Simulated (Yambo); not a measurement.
Yambo run on B (space group R-3m, No. 166). The wavefunctions are LDA (Quantum ESPRESSO, PseudoDojo norm-conserving, 76 Ry, no spin-orbit coupling) ones on a 4×4×4 mesh (18 occupied bands); a = b = c = 5.042 Å, α = β = γ = 58.12°.

Yambo input:

```
rim_cut
gw0
dyson
el_el_corr
HF_and_locXC
ppa
em1d
RandQpts= 1000000
RandGvec= 1 Ry
EXXRLvcs= 76 Ry
VXCRLvcs= 304 Ry
Chimod= "HARTREE"
% BndsRnXp
 1 | 127 |
%
NGsBlkXp= 7 Ry
% LongDrXp
 1.0 | 1.0 | 1.0 |
%
PPAPntXp= 27.2114 eV
% GbndRnge
 1 | 49 |
%
GTermKind= "BG"
DysSolver= "n"
ExtendOut
% QPkrange
 1 | 1 | 18 | 19 |
 13 | 13 | 18 | 18 |
%
```

k points by index: 1 = Γ, 13 = Z.

The o-*.qp file then holds:

```
#    K-point    Band    Eo [eV]    E [eV]    E-Eo [eV]    Vxc [eV]    Vnlxc [eV]    Sc|Eo [eV]    Sc|E [eV]    dSc/dw|Eo [eV]    Re(Z)    Im(Z)
#
    1    18    -0.353343    -0.397509    -0.044166    -13.55084    -14.88433    1.279285    1.289326    -6.179056    0.814944    -0.001082
    1    19    1.524333    2.023932    0.499599    -11.61904    -7.861824    -3.154336    -3.257616    -5.624526    0.828707    -0.001028
    13    18    0.000000    -0.023924    -0.023924    -13.64413    -14.75615    1.082709    1.088099    -6.118318    0.816429    -0.001066
```
(The two width columns are left out.) Convergence of these settings isn't established.

Geometry of the Materials Project entry, not relaxed at this level.
